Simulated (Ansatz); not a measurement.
ZnAu (CsCl type)

```
CELL_PARAMETERS angstrom
      6.19172     0.00000     0.00000
      0.00000     3.09586     0.00000
      0.00000     0.00000     3.09586
ATOMIC_POSITIONS crystal
  Zn 0.25000 0.50000 0.50000
  Zn 0.75000 0.50000 0.50000
  Au 0.00000 0.00000 0.00000
  Au 0.50000 0.00000 0.00000
```

A phonon eigenvector at X = (0.5, 0.0, 0.0) is frozen into this cell: atom i moves by Q times the vector below, so Q is the largest atomic displacement, in Å. The cell is held. It is one choice among 2 degenerate patterns. (q is in reciprocal vectors of the primitive cell; the cell shown is doubled to hold the pattern.)

```csv
atom,x,y,z
Au3,0.000,0.000,-1.000
Au4,0.000,0.000,1.000
```

Atoms not listed stay in place.

Calculation: LDA (plane waves to 420 eV, PAW, scalar-relativistic; Ansatz, a quantum-chemistry and plane-wave program). k mesh 8×15×15 (Γ-centred), Fermi-Dirac smearing 0.05 eV. With partly filled bands, energies and forces of such displacements shift with the k mesh and the smearing. Spin-orbit coupling is left out, though Au is heavy. ZnAu was relaxed with its symmetry unable to fall.

At one point of the scan the forces (eV/Å) are:

```tsv
atom	Fx	Fy	Fz
Zn1	0.000	0.000	0.000
Zn2	0.000	0.000	0.000
Au3	0.000	0.000	-0.128
Au4	0.000	0.000	0.128
```

Task: Which point is it?
(A) Q = -0.050 Å
(B) Q = -0.017 Å
(C) Q = -0.083 Å

Result: A, Q = -0.050 Å

(A displaced cell: forces are minus the slopes of the energy, force constants its curvatures, and phonons follow from these.)
